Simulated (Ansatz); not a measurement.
# Calculated quadrupolar parameters for BaCINO

The cell is a structure deposited in the COD, its atoms then relaxed with PBE in this cell.

```yaml
crystal:
  lattice:
    - [8.54524, 0.00000, 0.00000]
    - [0.00000, 4.74622, 0.00000]
    - [0.00000, 0.00000, 11.60133]
  atoms:
    - { symbol: Ba, position: [0.76919, 0.75000, 0.65083] }
    - { symbol: Ba, position: [0.73081, 0.25000, 0.15083] }
    - { symbol: Ba, position: [0.26919, 0.75000, 0.84917] }
    - { symbol: Ba, position: [0.23081, 0.25000, 0.34917] }
    - { symbol: C, position: [0.61850, 0.25000, 0.45133] }
    - { symbol: C, position: [0.88150, 0.75000, 0.95133] }
    - { symbol: C, position: [0.11850, 0.25000, 0.04867] }
    - { symbol: C, position: [0.38150, 0.75000, 0.54867] }
    - { symbol: I, position: [0.09320, 0.25000, 0.64307] }
    - { symbol: I, position: [0.40680, 0.75000, 0.14307] }
    - { symbol: I, position: [0.59320, 0.25000, 0.85693] }
    - { symbol: I, position: [0.90680, 0.75000, 0.35693] }
    - { symbol: N, position: [0.32855, 0.75000, 0.45352] }
    - { symbol: N, position: [0.17145, 0.25000, 0.95352] }
    - { symbol: N, position: [0.82855, 0.75000, 0.04648] }
    - { symbol: N, position: [0.67145, 0.25000, 0.54648] }
    - { symbol: O, position: [0.43758, 0.75000, 0.64536] }
    - { symbol: O, position: [0.06242, 0.25000, 0.14536] }
    - { symbol: O, position: [0.93758, 0.75000, 0.85464] }
    - { symbol: O, position: [0.56242, 0.25000, 0.35464] }
```

Atom numbers follow the list; atoms alike are taken as one site, whose name carries the number of the first.

Method: Kohn–Sham DFT in Ansatz, r2SCAN, plane waves and PAW, scalar-relativistic, 500 eV cutoff, Γ-centred 3×5×2 k-points, Fermi–Dirac smearing 0.02 eV.

Conventions: |V_zz| ≥ |V_yy| ≥ |V_xx|, η = (V_xx − V_yy)/V_zz, C_Q = eQV_zz/h.

¹³⁷Ba: I = 3/2, Q = 236.0 mb; ¹²⁷I: I = 5/2, Q = -688.2 mb; N-14: I = 1, Q = 20.44 mb; 17O: I = 5/2, Q = -25.58 mb. Nuclear quadrupole moments: year-2017 set (Pyykkö).

(1) What field gradients does the calculation give at each kind of site?

## Answers

(1) 

```csv
site,atoms (order as listed),first shell,V_zz (10²¹ V/m²),η,C_Q (MHz)
Ba,"1, 2, 3, 4","2 O at 2.77–2.83 Å, 2 N at 2.79 Å, 5 I at 3.61–3.69 Å; also 4 C at 3.52–3.62 Å",6.89,0.31,39.3
C,"5, 6, 7, 8","1 N at 1.19 Å, 1 O at 1.22 Å, angle 179°",-2.99,0.20,–
I,"9, 10, 11, 12","2 C at 3.59 Å, 5 Ba at 3.61–3.69 Å",-3.98,0.38,66.2
N,"13, 14, 15, 16",1 C at 1.19 Å; also 2 Ba at 2.79 Å,-0.89,0.21,-0.438
O,"17, 18, 19, 20",1 C at 1.22 Å; also 2 Ba at 2.77–2.83 Å,11.51,0.09,-7.12
```

At N and O V_zz points along its bond to C (within 7°) in each case. At C V_zz points along the line of its two bonds (within 1°).

C has no stable isotope with a ground-state quadrupole moment in the table, so no C_Q is given.

The largest force is 0.9 eV/Å, so the atoms aren't at the calculated equilibrium and relaxing them would move these values. Without spin–orbit coupling the gradients at and beside I can be off by some per cent, at some sites by more. With these PAW files V_zz is typically within 2 to 3 % of all-electron values, but misses above 10 % occur on I. The database positions were far from equilibrium, so the relaxed structure may not be the compound's real one.
